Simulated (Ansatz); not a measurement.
# Two-dimensional strain map in HgTe

All numbers below come from DFT r2SCAN, scalar-relativistic, plane waves, PAW in Ansatz 0.2.0. Settings: plane waves to 500 eV, k-mesh 14×14×14 (Γ-centred), Gaussian smearing 0.15 eV. Spin–orbit coupling is left out, which can shift energies with elements as heavy as these. No spin polarisation. Energies are free energies at this smearing, counted from the undisturbed cell; pressure is positive in compression.

Zero of the scan (as given, not relaxed at this level; it stands at 2.7 GPa):

```yaml
crystal:
  lattice:
    - [0.00000, 3.22350, 3.22350]
    - [3.22350, 0.00000, 3.22350]
    - [3.22350, 3.22350, 0.00000]
  atoms:
    - { symbol: Hg, position: [0.00000, 0.00000, 0.00000] }
    - { symbol: Te, position: [0.75000, 0.75000, 0.75000] }
```

The cell is strained by p along both x and y and by q along z, fractional coordinates fixed. Points are written (p, q).

Energy above the undisturbed cell in meV/atom (a dash: not computed):

```csv
p \ q,-0.030,-0.015,0.000,0.015,0.030
-0.030,99.8,75.9,55.8,39.3,26.3
0.000,22.9,–,0.0,–,-11.2
0.030,-8.5,–,-14.9,–,-11.8
```

Pressure in GPa:

```csv
p \ q,-0.030,-0.015,0.000,0.015,0.030
-0.030,8.7,7.5,6.4,5.4,4.4
0.000,4.4,–,2.7,–,1.2
0.030,1.2,–,-0.1,–,-1.1
```